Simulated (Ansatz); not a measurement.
Input:

Sn:
```
Sn
1.0
   -1.86665     1.86665     1.86665
    1.86665    -1.86665     1.86665
    1.86665     1.86665    -1.86665
Sn
1
Direct
  0.00000   0.00000   0.00000
```

This is the PBEsol-relaxed structure.

Q: All from DFT-PBEsol in the program Ansatz with PAW potentials, unless another level is named. Give the bulk modulus (Birch–Murnaghan fit).

A: 55.0 GPa.

Q: What about the elastic constants (relaxed ions, GPa)?

A: C11 = 48.2, C12 = 61.3, C44 = 24.3.

Space group Im-3m (bcc (W type)). The first step of the workflow began from a Materials Project structure, measured or hypothetical; the Crystallography Open Database copy checked does not list it. It is not the phase usual at ambient conditions (space group No. 141). The cell was relaxed with PBEsol under the symmetry of its start. At this level the phase is mechanically unstable. As this level gives no gap, shear constants depend on the k-mesh and smearing (Fermi–Dirac, 0.1 eV here). Spin–orbit coupling is left out wherever it is not named.

Potentials: the later of the program's two PAW sets.
